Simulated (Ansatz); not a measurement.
A plane-wave DFT run in Ansatz 0.2.0 (scalar-relativistic PAW potentials unless the input names others): input and command.

```yaml
crystal:
  lattice:
    - [0.0, 2.03, 2.03]
    - [2.03, 0.0, 2.03]
    - [2.03, 2.03, 0.0]
  atoms:
    - { symbol: W, position: [0.0, 0.0, 0.0] }
basis:
  ecutwfc: 30
kpoints:
  mp_grid: { grid: [22, 22, 22] }
hamiltonian:
  xc: pbesol
scf:
  occupations: { method: gaussian, width: 0.15 }
  max_iter: 50
output:
  forces: true
  eigenvalues: true
  stress: true
```

```bash
ansatz run input.yaml --threads 1 --pin off --max-ram 2560MiB --backend cpu --events-out ev --progress --plain --runs-dir out
```

What is wrong with this input?

The program refuses it, because of a cutoff far too low (basis.ecutwfc: 420 → 30). With the sound run's settings it is accepted.

Abridged log:
```
Error: inconsistent input (basis.ecutwfc, kpoints): the smallest per-k basis holds n_pw = 5 plane waves (k-point 3, counted from 0 among those solved) but the deck needs at least 8 band(s) per channel, and no run solves more bands than the smallest per-k basis has plane waves; raise basis.ecutwfc until the smallest per-k basis, which caps the automatic band count, holds at least 8 plane waves
```